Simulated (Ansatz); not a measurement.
**²H nuclear quadrupole resonance in PH6NO4**

Cell: a computed structure from the Materials Project (it need not be an observed phase), taken as it stands.

Space group Fdd2 (No. 43); a = 10.8788, b = 11.4054, c = 7.1328 Å.

| site | Wyckoff | site symmetry | x | y | z |
| --- | --- | --- | --- | --- | --- |
| H1 | 16b | 1 | 0.4612 | 0.3267 | 0.3591 |
| H5 | 16b | 1 | 0.4298 | 0.4772 | 0.8595 |
| H6 | 16b | 1 | 0.7755 | 0.3193 | 0.4352 |
| P | 8a | ..2 | 0.5000 | 0.5000 | 0.2270 |
| N | 8a | ..2 | 0.5000 | 0.5000 | 0.7679 |
| O17 | 16b | 1 | 0.5274 | 0.3914 | 0.3618 |
| O18 | 16b | 1 | 0.3660 | 0.7254 | 0.8619 |

One atom of each set is listed; the run and its k-mesh use a cell of 24 atoms with edges of 6.73, 6.50, 7.88 Å.

The numbers come from a DFT calculation in Ansatz (PBE, plane waves and PAW, scalar-relativistic, 420 eV cutoff, Γ-centred 5×5×5 k-points, Fermi–Dirac smearing 0.02 eV).

²H: I = 1, Q = 2.858 mb (year-2017 value). Static lattice, zero field.

(1) Predict the zero-field ²H lines of each site.

Answers

(1) For I = 1 the lines are ν± = (3/4)|C_Q|(1 ± η/3) and ν₀ = |C_Q|η/2.

| site | atoms | V_zz (10²¹ V/m²) | C_Q (MHz) | η | line frequencies (MHz) |
| --- | --- | --- | --- | --- | --- |
| H1 | 4 | 2.07 | 0.143 | 0.11 | 0.00815, 0.103, 0.111 |
| H5 | 4 | 2.75 | 0.190 | 0.04 | 0.00357, 0.141, 0.144 |
| H6 | 4 | 3.28 | 0.227 | 0.02 | 0.00194, 0.169, 0.171 |

At H5 and H6 V_zz points along its bond to N (within 4°) in each case. At H1 V_zz points along its bond to O (within 1°).

The lattice is static: at room temperature ammonium may turn and average the couplings of its hydrogen.
